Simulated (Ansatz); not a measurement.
Input and output for wurtzite AlN (10-10), 4 layers: DFT, PBE, norm-conserving pseudopotentials, Ansatz's default files, scalar-relativistic (Ansatz 0.2.0).

The slab is cut from a bulk crystal relaxed on PAW files (its atoms may have been relaxed since), whose type needn't be the stable one.

Command: `ansatz run input.yaml --threads 3 --pin off --max-ram 8192MiB --backend cpu --events-out ev --progress --plain --runs-dir out` It took 44 s on 3 threads of Intel(R) Xeon(R) Platinum 8488C (Sapphire Rapids) (shared host), peak memory 1.5 GiB.

```yaml
crystal:
  lattice:
    - [3.1301578475, 0.0, 0.0]
    - [0.0, 5.0181096024, 0.0]
    - [0.0, 0.0, 19.6144]
  atoms:
    - { symbol: Al, position: [0.0, 0.0818251101, 0.4243384579] }
    - { symbol: "N", position: [0.0, 0.4319288003, 0.4103426161] }
    - { symbol: Al, position: [0.5, 0.5556593399, 0.445486278] }
    - { symbol: "N", position: [0.5, 0.930586913, 0.4529770453] }
    - { symbol: Al, position: [0.5, 0.0556593112, 0.5545137619] }
    - { symbol: "N", position: [0.5, 0.4305868578, 0.5470229054] }
    - { symbol: Al, position: [0.0, 0.5818249674, 0.5756615635] }
    - { symbol: "N", position: [0.0, 0.9319287003, 0.5896573718] }
kpoints:
  mp_grid: { grid: [10, 6, 1] }
scf:
  occupations: { method: fermi_dirac, width: 0.02 }
hamiltonian:
  xc: pbe
  pseudopotentials: { kind: nc }
output:
  forces: true
  stress: true
  eigenvalues: true
efield:
  axis: 3
  amplitude: 0
  dipole_correction: true
```

Output:

```
Engine: ansatz 0.2.0
Pseudopotentials: kind: nc
Pseudopotential: Al, nc, valence charge 3, recommended cutoff 544.227725 eV (normal), Al.nc.azcp
Pseudopotential: N, nc, valence charge 5, recommended cutoff 1240 eV (normal), N.nc.azcp
Functional definition: PBE
  parameter kappa = 0.804
  parameter beta = 0.06672455060314922
  exchange = pbe_x(kappa = kappa, mu = beta*pi^2/3)
  correlation = pbe_c(beta = beta)
Crystal: 8 atoms, lattice volume = 308.093 Å³
Basis set: ecut = 1240 eV, 30401 PW (Γ), exchange–correlation on 72×120×480 points (8 copies of the dense FFT grid, shifted against one another)
Bands: 24, of which v1, the nominal top of the filled ones, is band 16 counted from 1 (15 counted from 0)
Symmetry: 2 space group operations
k-points: 24 of 60 (time reversal used)
Non-local potential: Al, projectors of the file, l = 0: 2, l = 1: 2, l = 2: 2
Non-local potential: N, projectors of the file, l = 0: 2, l = 1: 2
Initial density: superposition of atomic densities (neutral atoms: chi_scale 0, normalization atom)
Initial wavefunctions: pseudopotential atomic-orbital guess
Functional: x = pbe(κ = 0.804, μ = 0.2195149727645171), c = pbe(β = 0.06672455060314922)
SCF iter   1: F=—  HF=-1867.200973 eV  |F-HF|=—  |Δ(HF+E_count)|=         —  Δρ=1.04e-1  dr2=4.26e1  ethr=3.10e-3  p=0.000 e·Å  D=6.40e-14 V/Å  ΔV_dip=-0.00 eV  dr2_dipole=4.04e-8  V_vac-E_F(+/−)=9.52/9.52 eV  ⟨swp⟩=10.9  Hψ=4365  notcnv=0
efield: sawtooth ramp at fractional position 0.9500 (placed from the atoms, in the widest stretch of the axis that holds none; the zero of the levels goes with the place), width 0.1000; the density the first Hamiltonian is built on has a dipole p = 0.000 e·Å; the dipole correction subtracts the counter field D = 6.40e-14 V/Å, which shifts the + side's vacuum level by -0.00 eV against the − side's; the planar-averaged density in the ramp window peaks in size at 7.8e-8 e/Å³
preconditioner: auto → Resta (q_TF=auto, 1.871 Å⁻¹)  ε∞=1.7  [insulator: Δε(μ)=5.490 eV  Ē_g=13.995 eV  σ=0.020 eV  W_gap=1.00  n_scr=28 (ndim 8)  ℏωp=12.0 eV  f_vac=0.605  D(μ)=0.00/eV (n_scr^D=0)  ε∞_Penn≈1.7  vacuum switching on, ρ_ref=1.4e-2 e/Å³]
SCF iter   2: F=—  HF=-1855.259690 eV  |F-HF|=—  |Δ(HF+E_count)|=    1.19e1  Δρ=4.53e-2  dr2=3.57e0  ethr=3.10e-3  p=-0.000 e·Å  D=-6.12e-5 V/Å  ΔV_dip=0.00 eV  dr2_dipole=1.65e-7  V_vac-E_F(+/−)=5.00/5.00 eV  ⟨swp⟩=4.4  Hψ=1956  notcnv=0  defer=63
SCF iter   3: F=—  HF=-1854.471556 eV  |F-HF|=—  |Δ(HF+E_count)|=   7.88e-1  Δρ=1.48e-2  dr2=5.53e-1  ethr=3.10e-3  p=0.000 e·Å  D=3.86e-5 V/Å  ΔV_dip=-0.00 eV  dr2_dipole=3.33e-8  V_vac-E_F(+/−)=5.16/5.16 eV  ⟨swp⟩=3.1  Hψ=1348  notcnv=0  defer=61
SCF iter   4: F=—  HF=-1854.478490 eV  |F-HF|=—  |Δ(HF+E_count)|=   6.93e-3  Δρ=1.19e-2  dr2=5.12e-1  ethr=1.73e-3  p=-0.000 e·Å  D=-1.17e-4 V/Å  ΔV_dip=0.00 eV  dr2_dipole=4.25e-7  V_vac-E_F(+/−)=4.52/4.52 eV  ⟨swp⟩=3.7  Hψ=1164  notcnv=0  defer=61
SCF iter   5: F=—  HF=-1854.373203 eV  |F-HF|=—  |Δ(HF+E_count)|=   1.05e-1  Δρ=1.21e-3  dr2=5.90e-3  ethr=1.60e-3  p=0.000 e·Å  D=6.52e-6 V/Å  ΔV_dip=-0.00 eV  dr2_dipole=1.13e-9  V_vac-E_F(+/−)=4.34/4.34 eV  ⟨swp⟩=3.5  Hψ=1262  notcnv=0  defer=57
SCF iter   6: F=—  HF=-1854.372604 eV  |F-HF|=—  |Δ(HF+E_count)|=   5.99e-4  Δρ=4.67e-4  dr2=1.81e-3  ethr=1.84e-5  p=-0.000 e·Å  D=-1.84e-5 V/Å  ΔV_dip=0.00 eV  dr2_dipole=1.28e-8  V_vac-E_F(+/−)=4.44/4.44 eV  ⟨swp⟩=4.1  Hψ=1253  notcnv=0  defer=57
SCF iter   7: F=—  HF=-1854.372365 eV  |F-HF|=—  |Δ(HF+E_count)|=   2.39e-4  Δρ=1.58e-4  dr2=1.14e-4  ethr=5.66e-6  p=0.000 e·Å  D=1.49e-5 V/Å  ΔV_dip=-0.00 eV  dr2_dipole=6.51e-9  V_vac-E_F(+/−)=4.40/4.41 eV  ⟨swp⟩=2.9  Hψ=815  notcnv=0  defer=57
SCF iter   8: F=—  HF=-1854.372402 eV  |F-HF|=—  |Δ(HF+E_count)|=   3.69e-5  Δρ=3.42e-5  dr2=6.03e-6  ethr=3.56e-7  p=-0.000 e·Å  D=-4.12e-5 V/Å  ΔV_dip=0.00 eV  dr2_dipole=5.63e-8  V_vac-E_F(+/−)=4.39/4.39 eV  ⟨swp⟩=2.9  Hψ=905  notcnv=0  defer=57
SCF iter   9: F=—  HF=-1854.372337 eV  |F-HF|=—  |Δ(HF+E_count)|=   6.48e-5  Δρ=2.23e-5  dr2=2.75e-6  ethr=1.89e-8  p=0.000 e·Å  D=9.54e-5 V/Å  ΔV_dip=-0.00 eV  dr2_dipole=2.90e-7  V_vac-E_F(+/−)=4.39/4.39 eV  ⟨swp⟩=2.4  Hψ=947  notcnv=0  defer=57
SCF iter  10: F=-1854.372337 eV  HF=-1854.372337 eV  |F-HF|=1.71e-9  |Δ(HF+E_count)|=   5.42e-7  Δρ=3.88e-6  dr2=3.67e-8  ethr=3.13e-10  p=-0.000 e·Å  D=-5.44e-6 V/Å  ΔV_dip=0.00 eV  dr2_dipole=1.08e-9  V_vac-E_F(+/−)=4.39/4.39 eV  ⟨swp⟩=19.4  Hψ=5242  notcnv=0
SCF 1 converged in 10 iterations: F = -1854.372337 eV  dr2 = 3.67e-8
SCF converged after 10 iterations
Free energy (F): -1854.372337 eV
Harris-Foulkes:  -1854.372337 eV  (|F-HF|=1.71e-9)
Internal energy: -1854.372337 eV  (E = F + TS)
E sigma→0 (E₀):  -1854.372337 eV
Fermi energy:    -0.843342 eV
Dipole field:    D = 0.000030 V/Å  (p = 0.000051 e·Å, saw-weighted, corrected)
Work function:   Φ+ = 4.3896 eV   Φ− = 4.3902 eV
Levels:          The Fermi level and band energies are counted from a zero that moves with the ramp; work functions are not
--- Per-component energies (eV) ---
  E_band       = -233.421177
  E_kinetic    = 910.742128
  E_local      = -11712.804367  (includes V_loc(G=0)·N_el)
  E_nonlocal   = -18.136869
  E_hartree    = 5546.289859
  E_xc         = -930.277238
  E_vxc        = -505.790271  (∫ρ·V_xc dr)
  E_efield     = 0.000000  (sawtooth field / dipole correction)
  E_vefield    = 0.000000  (∫n·V_field dr)
  E_ewald      = 4349.814150
  E_smearing   = -0.000000  (= −TS)
  E_closure    = -0.000000  (closes the sum)
  Σ components = -1854.372337   (vs F -1854.372337, Δ=0.00e0)
--- Forces (eV/Å), atoms counted from 1 ---
  atom   1  Al     0.00000000    -0.00896196     0.01973316
  atom   2  N      0.00000000     0.00916052    -0.00353997
  atom   3  Al     0.00000000     0.00916924     0.01126208
  atom   4  N      0.00000000    -0.00934088     0.00324789
  atom   5  Al     0.00000000     0.00919275    -0.01121775
  atom   6  N      0.00000000    -0.00934383    -0.00337456
  atom   7  Al     0.00000000    -0.00900231    -0.01969616
  atom   8  N      0.00000000     0.00919134     0.00350753
  max |Σ_I F_I| component: 7.78e-5 eV/Å
--- Stress (GPa, compression-positive) ---
        2.987154       0.000000       0.000000
        0.000000       2.119211       0.000012
        0.000000       0.000012      -0.039465
  P = ⅓ Tr σ = 1.6890 GPa (16.890 kbar)
--- Band table (eV; the first three rows and the last of 24) ---
  k-point 0: bands = ["-17.1525", "-16.0437", "-14.9141", "-14.4105", "-7.9241", "-6.7017", "-6.2607", "-4.9763", "-4.5468", "-3.9173", "-3.4814", "-2.9198", "-2.8616", "-2.7484", "-2.6293", "-2.2204", "0.4033", "1.7282", "3.3390", "3.5346", "3.6230", "4.0469", "4.5812", "4.7371"]
  k-point 1: bands = ["-17.0586", "-16.0246", "-15.0352", "-14.5092", "-7.6314", "-6.9235", "-5.7274", "-5.3078", "-4.4887", "-3.9190", "-3.3473", "-3.2872", "-2.9622", "-2.8085", "-2.6834", "-2.2025", "0.7471", "1.7610", "3.2991", "3.4768", "3.7099", "3.9991", "4.6652", "4.8659"]
  k-point 2: bands = ["-16.7929", "-16.0934", "-15.1833", "-14.7605", "-6.9584", "-6.9349", "-5.8263", "-4.8522", "-4.3359", "-4.3302", "-3.9685", "-3.3367", "-3.0149", "-2.8184", "-2.7444", "-2.3015", "1.3066", "1.7507", "3.3089", "3.6383", "3.9639", "4.0923", "4.6637", "5.0521"]
  k-point 23: bands = ["-15.5144", "-15.5143", "-14.4181", "-14.4180", "-7.7755", "-7.7754", "-7.3906", "-7.3905", "-4.2470", "-4.2470", "-3.7060", "-3.7059", "-3.5614", "-3.5613", "-2.3363", "-2.3362", "2.1431", "2.1432", "3.8405", "3.8405", "4.2068", "4.2068", "6.0900", "6.0900"]
```

The norm-conserving files are those that the library serves for this functional.
